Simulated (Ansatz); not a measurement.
## Calculated field gradients at the nuclei for KTaF6

The cell is a Materials Project structure (computed, not necessarily an observed phase), atoms as given.

Space group P-4c2 (No. 116); a = 5.2320, c = 9.6523 Å.

```
site  Wyckoff  site symmetry       x       y       z
   K       2c           -4..  0.0000  0.0000  0.0000
  Ta       2b           2.22  0.5000  0.5000  0.2500
  F5       4e            ..2  0.2405  0.2405  0.2500
  F9       8j              1  0.3154  0.6823  0.1109
```

One atom of each set is listed.

The numbers come from a DFT calculation in Ansatz (PBE, plane waves and PAW (field gradients read without the response of the frozen cores, which leaves them typically 4 to 6 % off), with spin–orbit coupling, 420 eV cutoff, Γ-centred 4×4×2 k-points, Fermi–Dirac smearing 0.02 eV).

C_Q = eQV_zz/h, which is 24.18 MHz for Q = 1 b and V_zz = 10²¹ V/m²; η = (V_xx − V_yy)/V_zz.

39K: I = 3/2, Q = 60.30 mb; 181Ta: I = 7/2, Q = 3170 mb. Q values from Pyykkö, Mol. Phys. 116, 1328 (2018).

```json
{"site": "K", "atoms": "2", "first shell": "8 F at 2.58–3.00 Å", "V_zz (10²¹ V/m²)": "0.65", "η": "0.00", "C_Q (MHz)": "0.943"}
{"site": "Ta", "atoms": "2", "first shell": "6 F at 1.91–1.92 Å", "V_zz (10²¹ V/m²)": "-3.31", "η": "0.80", "C_Q (MHz)": "-254"}
{"site": "F5", "atoms": "4", "first shell": "1 Ta at 1.92 Å; also 2 K at 3.00 Å", "V_zz (10²¹ V/m²)": "4.22", "η": "0.28", "C_Q (MHz)": "–"}
{"site": "F9", "atoms": "8", "first shell": "1 Ta at 1.91 Å; also 1 K at 2.58 Å", "V_zz (10²¹ V/m²)": "4.50", "η": "0.12", "C_Q (MHz)": "–"}
```

An axis of threefold or higher order runs through K, so V_zz lies along it and η is zero. At F5 and F9 V_zz points along its bond to Ta (within 3°) in each case.

F has no stable isotope with a ground-state quadrupole moment in the table, so no C_Q is given.
